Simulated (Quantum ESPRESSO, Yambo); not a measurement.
A free-standing CdClOH monolayer (symmetry P3m1, slab cell 16.5 Å high). The layer was cut from Materials Project entry mp-644222 and relaxed with PBEsol in a cell 16.5 Å high, with the Coulomb interaction truncated along z. Chain: PBEsol (pw.x of Quantum ESPRESSO, ONCV potentials, with spin-orbit coupling); G0W0 in Yambo (6×6×1 Γ-centred k mesh, bands 9 to 200 and a 6 Ry block in the screening, 200 bands in G with the Bruneval-Gonze terminator, plasmon pole fitted at 27.2 eV, slab-truncated Coulomb interaction, stochastic integration of W near q = 0); BSE (12×12×1 mesh, 10 valence and 6 conduction bands, static screening with 108 bands and a 3 Ry block, scissor 2.74 eV, Tamm-Dancoff, stochastic integration of W near q = 0).

```yaml
PBEsol gap (dense path): 2.45 eV
PBEsol gap Γ → Γ on the GW mesh: 2.45 eV
PBEsol smallest direct gap on the GW mesh, at Γ: 2.45 eV
G0W0 direct gap at that point: 5.19 eV
G0W0 correction to the gap Γ → Γ: 2.74 eV
direct gap on the BSE mesh, with the scissor: 5.19 eV
first BSE state allowed for light along x: 3.69 eV
lowest BSE state: 3.62 eV
binding_of_the_lowest_exciton: 1.57 eV
RPA in-plane polarisability along x: 1.09 Å (18×18×1 mesh, PBEsol bands)
```

Rough cost of the Yambo steps against G0W0 for 9 states: BSE within a factor of two, one RPA spectrum about 1/6.

Nearest settings tried, and what they do to the gap: 132 bands in W, 132 bands in G: +68 meV; 3 Ry block (107 vectors against 343): -106 meV. Not varied: mesh, cell height. So the settings aren't converged at that level. The BSE states are vertical excitations (zero momentum). Convergence of the RPA response with its 18×18×1 mesh was not tested. Convergence of the binding with the mesh was not shown.

This is a model layer cut from the bulk structure; whether it is stable on its own was not checked.
